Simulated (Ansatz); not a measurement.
# Electric field gradients in BaH$_{2}$

Method: DFT LDA, scalar-relativistic, plane waves, PAW (Ansatz). Settings: 420 eV plane-wave cutoff, Γ-centred 6×6×6 mesh, fixed occupations. No spin polarisation.

Relaxed structure:
```
Ba H
1.0
     4.34754    0.00000    0.00000
    -2.17377    3.76508    0.00000
     0.00000    0.00000    5.68013
Ba H
2 4
Cartesian
  2.1738 1.2550 4.2601
  0.0000 2.5101 1.4200
  0.0000 2.5101 4.2601
  2.1738 1.2550 1.4200
  0.0000 0.0000 2.8401
  0.0000 0.0000 0.0000
```

Spin–orbit coupling is left out, which matters for gradients at heavy nuclei.

Question: Give V_zz (10²¹ V/m²) and the asymmetry η at each distinct site.

Answer:
```
       atom V_zz     η
Ba (atom 1)   15.42  0.00
 H (atom 3)  -0.110  0.00
 H (atom 5)  -0.063  0.00
```

Whether BaH2 exists in this form wasn't checked.

Cost: 1 run of about 0.14 core-minutes, on Intel Xeon Processor @ 2.50GHz (Skylake/Cascade Lake) (shared hosts).